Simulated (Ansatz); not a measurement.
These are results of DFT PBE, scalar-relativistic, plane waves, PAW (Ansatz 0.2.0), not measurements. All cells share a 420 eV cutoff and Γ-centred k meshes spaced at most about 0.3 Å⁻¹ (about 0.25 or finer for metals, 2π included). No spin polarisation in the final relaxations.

Temperature and zero-point effects are left out.

Two forms of P₂C were relaxed alike.

1.

Space group P-3m1 (No. 164). a = 3.109 Å, b = 3.109 Å, c = 3.925 Å, α = 90.00°, β = 90.00°, γ = 120.00°
| atom | site | symmetry | x | y | z |
| --- | --- | --- | --- | --- | --- |
| P | 2d | 3m. | 0.3333 | 0.6667 | 0.3099 |
| C | 1a | -3m. | 0.0000 | 0.0000 | 0.0000 |

2.

Space group P6_3/mmc (No. 194). a = 2.805 Å, b = 2.805 Å, c = 10.797 Å, α = 90.00°, β = 90.00°, γ = 120.00°
```tsv
atom	site	symmetry	x	y	z
P	4f	3m.	0.3333	0.6667	0.3684
C	2b	-6m2	0.0000	0.0000	0.2500
```

Task: Which is lower in energy, and by how much?

Result: Cell 1 is lower, by 163 meV/atom. Cell 1 has the anti-cadmium iodide type, space group P-3m1 (No. 164), 11.0 Å³/atom and no gap on its mesh; cell 2 has space group P6_3/mmc (No. 194), 12.3 Å³/atom and no gap. Counting C atoms around P (those within 1.25 times the shortest such distance or 1.15 times the sum of covalent radii; the shortest distance is added where it is long for a bond), cell 1 has P 3 from 2.2 Å and cell 2 has P 3. Cell 1 holds P–P nets (shortest 2.33 Å); in cell 2 the shortest P–P distance is 2.56 Å, near bonding range too. Even the lower one lies +1.06 eV/atom against the reference forms of the elements (uncorrected), so neither is stable at this level. In cell 1, P has 3 C at 2.17 Å and 3 P at 2.33 Å; C is surrounded by 6 P at 2.17 Å. In cell 2, P is surrounded by 3 C at 2.06 Å; C has 6 P at 2.06 Å. Both come from invented guesses.

Weakly bound directions are ill-defined at this level, which has no dispersion term (P6_3/mmc), and this can change margins and order among such cells. Cells relaxed within their symmetry can be saddle points.
